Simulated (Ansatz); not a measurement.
A: SiO2 (rutile), a = b = 4.2359 Å, c = 2.6899 Å, α = β = γ = 90.00°
B: LiTaO3 (LiNbO3 type, space group R3c), a = b = 5.191 Å, c = 13.914 Å, α = β = 90.00°, γ = 120.00°
C: WSi$_{2}$ (MoSi2 type, space group I4/mmm), a = b = 3.229 Å, c = 7.868 Å, α = β = γ = 90.00°
D: HfO₂ (tetragonal-ZrO2 type, space group P4_2/nmc), a = b = 3.605 Å, c = 5.265 Å, α = β = γ = 90.00°

Scan: energy against volume (even scaling of the relaxed cell, symmetry kept). All come from one method, each on a k mesh of its own. All were relaxed with their symmetry unable to fall. HfO2 is run without spin polarisation. LiTaO3 is run without spin polarisation. Spin-orbit coupling is left out. The PAW data are Ansatz's earlier set. This is a high-temperature form of HfO2. WSi2 is run without spin polarisation.

Q: Order them by bulk modulus at fixed cell shape (fitted) (lowest first) at the level PBE (plane waves to 420 eV, PAW, scalar-relativistic; Ansatz, a program for electronic structure).

A: B (116 GPa), D (184 GPa), C (218 GPa), A (277 GPa)

(A scan under strain: stresses follow from slopes of the energy per volume, elastic moduli from its curvatures.)
